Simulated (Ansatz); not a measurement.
MgS:
```xyz
2
Lattice="0.0000 2.5645 2.5645 2.5645 0.0000 2.5645 2.5645 2.5645 0.0000" Properties=species:S:1:pos:R:3 pbc="T T T"
S      0.0000     0.0000     0.0000
Mg     2.5645     2.5645     2.5645
```

Tensor components refer to the Cartesian frame of this cell.

Question: Give the high-frequency dielectric tensor and the Born effective charge tensors of the independent atoms from DFPT, LDA in the plane-wave PAW code Ansatz.

Answer: 
ε∞:
```
5.59  0.00  0.00
0.00  5.59  0.00
0.00  0.00  5.59
```
Z* of atom 1 (S), rows: field, columns: displacement, in e:
```
-2.29   0.00   0.00
 0.00  -2.29   0.00
 0.00   0.00  -2.29
```
Z* of atom 2 (Mg), rows: field, columns: displacement, in e:
```
2.29  0.00  0.00
0.00  2.29  0.00
0.00  0.00  2.29
```

Space group Fm-3m (rock salt). The LDA relaxation kept the symmetry of its start.

Potentials: the later of the program's two PAW sets.
